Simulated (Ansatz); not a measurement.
All numbers below come from DFT PBE, scalar-relativistic, plane waves, PAW in Ansatz. Settings: cutoff 420 eV, Γ-centred meshes spaced at most about 0.3 Å⁻¹ (2π included), Gaussian smearing. No spin polarisation in the final relaxations.

These are static total energies at zero pressure.

Two relaxed structures of Sn2PbO3:

A.

Space group P4mm (No. 99). a = 3.920 Å, b = 3.920 Å, c = 15.661 Å, α = 90.00°, β = 90.00°, γ = 90.00°
```json
{"atom": "Sn", "site": "1a", "symmetry": "4mm", "x": "0.0000", "y": "0.0000", "z": "0.0814"}
{"atom": "Sn", "site": "1b", "symmetry": "4mm", "x": "0.5000", "y": "0.5000", "z": "0.2531"}
{"atom": "Sn", "site": "1b", "symmetry": "4mm", "x": "0.5000", "y": "0.5000", "z": "0.5946"}
{"atom": "Sn", "site": "1b", "symmetry": "4mm", "x": "0.5000", "y": "0.5000", "z": "0.9354"}
{"atom": "Pb", "site": "1a", "symmetry": "4mm", "x": "0.0000", "y": "0.0000", "z": "0.4050"}
{"atom": "Pb", "site": "1a", "symmetry": "4mm", "x": "0.0000", "y": "0.0000", "z": "0.7467"}
{"atom": "O", "site": "2c", "symmetry": "2mm.", "x": "0.0000", "y": "0.5000", "z": "0.0052"}
{"atom": "O", "site": "2c", "symmetry": "2mm.", "x": "0.0000", "y": "0.5000", "z": "0.3225"}
{"atom": "O", "site": "2c", "symmetry": "2mm.", "x": "0.0000", "y": "0.5000", "z": "0.6642"}
```

B.

Space group Pmmn:1 (No. 59). a = 3.964 Å, b = 11.620 Å, c = 5.224 Å, α = 90.00°, β = 90.00°, γ = 90.00°
```
atom  site  symmetry       x       y       z
  Sn    4e       m..  0.0000  0.8366  0.2064
  Pb    2b       mm2  0.0000  0.5000  0.2612
   O    4e       m..  0.0000  0.3284  0.9995
   O    2a       mm2  0.0000  0.0000  0.9852
```

Problem. Which form is favoured at zero pressure, and by what margin per atom?

Solution. B is lower, by 14 meV/atom. A has space group P4mm (No. 99), 20.1 Å³/atom and a gap of 0.85 eV on its mesh; B has space group Pmmn (No. 59), 20.1 Å³/atom and a gap of 0.94 eV. In A, around Sn on its first site lie 4 O at 2.29 Å; Pb on its first site has 4 O at 2.35 Å; O on its first site has 4 Sn at 2.24–2.29 Å and 4 O at 2.77 Å; 6 more sites not described. In B, Sn is surrounded by 4 O at 2.20–2.26 Å; around Pb lie 4 O at 2.36–2.42 Å; O on a site of symmetry m is surrounded by 3 Sn at 2.20–2.26 Å, 1 Pb at 2.42 Å and 4 O at 2.69–2.81 Å; 1 more site not described. Both come from invented guesses.

Weakly bound directions are ill-defined at this level, which has no dispersion term (P4mm, Pmmn), and this can change margins and order among such cells. These runs have no spin–orbit coupling, which can matter for Pb. Kohn–Sham gaps at this level usually fall short of measured ones. The missing spin–orbit coupling can work the other way here. Cells relaxed within their symmetry can be saddle points.
